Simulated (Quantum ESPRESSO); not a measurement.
Band energies of CdTe

```xyz
2
Lattice="0.0000 3.2446 3.2446 3.2446 0.0000 3.2446 3.2446 3.2446 0.0000" Properties=species:S:1:pos:R:3 pbc="T T T"
Cd     0.0000     0.0000     0.0000
Te     4.8669     4.8669     4.8669
```

PBEsol (Quantum ESPRESSO, PseudoDojo norm-conserving, 102 Ry, no spin-orbit coupling); path ΓXWKΓLUWLK,UX; energies in eV from the valence-band maximum.

```
k (1/Å)  point  band 14  band 15  band 16  band 17  band 18  band 19  band 20  band 21
-------  -----  -------  -------  -------  -------  -------  -------  -------  -------
0.00         Γ    -7.97    -7.97     0.00     0.00     0.00     0.65     4.57     4.57
0.22              -7.97    -7.97    -1.12    -0.31    -0.31     1.80     4.04     5.03
0.43              -7.97    -7.96    -2.40    -0.93    -0.93     2.84     3.32     6.11
0.75              -7.94    -7.65    -3.92    -1.70    -1.70     2.55     2.88     7.85
0.97         X    -7.94    -7.50    -4.32    -1.87    -1.87     2.51     2.61     8.68
1.33              -7.96    -7.42    -4.22    -2.26    -2.16     3.86     3.97     6.24
1.45         W    -7.97    -7.41    -4.20    -2.33    -2.21     4.21     4.60     5.48
1.57              -7.96    -7.42    -4.20    -2.43    -2.00     3.78     4.49     5.91
1.79         K    -7.96    -7.45    -4.22    -2.56    -1.55     2.82     4.45     7.25
1.90              -7.96    -7.47    -4.16    -2.63    -1.35     2.97     5.01     6.86
2.10              -7.98    -7.66    -3.83    -2.26    -0.88     3.10     5.12     5.73
2.31              -7.98    -7.91    -3.04    -1.50    -0.45     2.76     4.80     5.29
2.62              -7.97    -7.97    -1.17    -0.30    -0.06     1.61     4.39     4.69
2.82         Γ    -7.97    -7.97     0.00     0.00     0.00     0.65     4.57     4.57
3.14              -7.97    -7.97    -2.02    -0.28    -0.28     1.84     4.76     4.97
3.35              -7.97    -7.92    -3.40    -0.57    -0.57     1.87     5.19     5.19
3.66         L    -7.96    -7.63    -4.44    -0.77    -0.77     1.73     5.16     5.16
3.90              -7.96    -7.58    -4.33    -1.63    -0.99     2.60     4.72     5.69
4.25         U    -7.96    -7.45    -4.22    -2.56    -1.55     2.82     4.45     7.25
4.48              -7.96    -7.42    -4.20    -2.43    -2.00     3.78     4.49     5.91
4.60         W    -7.97    -7.41    -4.20    -2.33    -2.21     4.21     4.60     5.48
4.69              -7.97    -7.43    -4.19    -2.44    -2.00     4.05     4.65     5.44
4.99              -7.96    -7.56    -4.29    -1.87    -1.14     2.93     4.57     5.87
5.18              -7.96    -7.62    -4.42    -0.97    -0.82     1.95     5.02     5.25
5.28         L    -7.96    -7.63    -4.44    -0.77    -0.77     1.73     5.16     5.16
5.45              -7.96    -7.60    -4.38    -1.29    -0.89     2.28     4.84     5.44
5.62              -7.96    -7.54    -4.25    -2.11    -1.16     2.91     4.75     6.17
5.87         K    -7.96    -7.45    -4.22    -2.56    -1.55     2.82     4.45     7.25
5.87         U    -7.96    -7.45    -4.22    -2.56    -1.55     2.82     4.45     7.25
5.96              -7.95    -7.46    -4.26    -2.39    -1.68     2.72     3.79     7.55
6.22         X    -7.94    -7.50    -4.32    -1.87    -1.87     2.51     2.61     8.68
```

The PBEsol gap is direct, 0.65 eV at Γ.

Spin-orbit coupling is left out, which matters for elements this heavy: edges can move by tenths of an eV.

Geometry relaxed with PBEsol.
